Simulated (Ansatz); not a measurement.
Al$_{2}$Au (fluorite or antifluorite type, Fm-3m), a = 6.0609 Å, b = 6.0609 Å, c = 6.0609 Å, α = 90.00°, β = 90.00°, γ = 90.00°; the cell used has 3 atoms.

Relaxed with PBE.

**Question.** Which orbitals make up the states near the Fermi level in DFT-PBE in the program Ansatz with PAW potentials?

**Answer.** Within 0.5 eV of the Fermi level: Al 3p 73 %, Al 3s 9 %, Au 5d 6 %, outside the projected shells 10 %. Projections are on Löwdin-orthogonalised atomic valence shells; empty p or d shells of many metals are not among them.

**Question.** Tabulate the density of states.

**Answer.** States/eV per cell of 3 atoms, in 0.25 eV bins, energy from the Fermi level.

```
E (eV)  total  Au 5d  Al 3p  Al 3s
------  -----  -----  -----  -----
-7.85    0.88   0.18   0.28   0.25
-7.60    0.82   0.21   0.24   0.23
-7.35    0.83   0.31   0.20   0.22
-7.10    1.55   1.02   0.14   0.34
-6.85    5.21   3.44   0.60   1.10
-6.60    1.98   1.29   0.35   0.32
-6.35    3.44   2.74   0.49   0.17
-6.10    9.10   7.66   1.25   0.13
-5.85    3.65   3.25   0.30   0.02
-5.60    7.19   6.41   0.47   0.07
-5.35    8.35   7.56   0.37   0.06
-5.10    0.60   0.40   0.09   0.04
-4.85    0.72   0.33   0.18   0.13
-4.60    1.15   0.41   0.37   0.27
-4.35    1.15   0.34   0.41   0.29
-4.10    0.92   0.23   0.36   0.23
-3.85    0.65   0.12   0.28   0.15
-3.60    0.71   0.13   0.32   0.17
-3.35    0.84   0.16   0.39   0.20
-3.10    0.86   0.15   0.41   0.20
-2.85    0.86   0.14   0.43   0.20
-2.60    0.85   0.13   0.45   0.19
-2.35    0.83   0.11   0.46   0.18
-2.10    1.06   0.13   0.67   0.17
-1.85    1.33   0.15   0.92   0.16
-1.60    1.27   0.13   0.89   0.16
-1.35    1.24   0.12   0.87   0.15
-1.10    1.18   0.11   0.84   0.14
-0.85    1.12   0.10   0.80   0.13
-0.60    1.08   0.08   0.78   0.11
-0.35    1.02   0.07   0.74   0.10
-0.10    0.96   0.06   0.71   0.09
0.15     0.91   0.05   0.67   0.07
0.40     0.73   0.04   0.52   0.06
0.65     0.53   0.03   0.35   0.06
0.90     0.42   0.02   0.27   0.05
1.15     0.44   0.04   0.21   0.11
1.40     0.60   0.07   0.20   0.25
1.65     0.77   0.09   0.23   0.36
1.90     0.98   0.10   0.31   0.44
2.15     1.18   0.10   0.41   0.48
2.40     1.45   0.11   0.55   0.53
2.65     2.01   0.12   0.80   0.70
2.90     1.74   0.09   0.72   0.61
3.15     0.96   0.05   0.41   0.25
3.40     0.58   0.02   0.22   0.09
3.65     1.45   0.07   0.61   0.36
3.90     2.39   0.13   1.33   0.43
4.15     2.06   0.11   1.25   0.29
4.40     1.51   0.07   0.93   0.20
4.65     1.74   0.07   1.02   0.20
```

Symmetry was held in the PBE relaxation. Scalar-relativistic: spin–orbit coupling is off unless named, which matters more the heavier the elements.

Potentials: the later of the program's two PAW sets.
